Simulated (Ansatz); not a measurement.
A geometry of SiO2 away from equilibrium: step 9 of the relaxation of a generated cell, SiO2 placed in the tetragonal-ZrO2 structure type. The numbers are results of PBEsol (plane waves to 420 eV, PAW, scalar-relativistic; Ansatz, an electronic-structure program), not measurements. Γ-centred k-mesh 7×7×5 on the run's cell (coarser than for final values), Fermi–Dirac smearing 0.05 eV.

```
SiO2
1.0
    3.01716     0.00000     0.00000
    0.00000     3.01716     0.00000
    0.00000     0.00000     5.56691
Si O
2 4
Cartesian
  0.00000   0.00000   0.00000
  1.50858   1.50858   2.78345
  0.00000   1.50858   0.71066
  0.00000   1.50858   3.49411
  1.50858   0.00000   2.07279
  1.50858   0.00000   4.85625
```

Q: Which atoms carry the largest force, and which way does it point?

A: 0.01 eV/Å, on O3, O4, O5, O6 (atoms numbered as listed); on O3 its components are (0.00, 0.00, -0.01).

Q: What is the pressure?

A: +5.1 GPa, compression positive.

Q: How much energy per atom can still be gained by relaxing?

A: 0.14 eV/atom; the path ends in P4₂/nmc (No. 137).

No spin polarisation in the result. Without a van der Waals term the distances between weakly bound units are poorly fixed.

The run could not lose the symmetry of its start: the end is stationary, and may be a saddle point rather than a minimum.

The end of the path is a generated cell of SiO2: the first start was made by placing the elements on the sites of a structure type, and the end was not matched to a known phase here, so it may be hypothetical. Known forms of SiO2 include space group No. 92, 136, 152, 154.
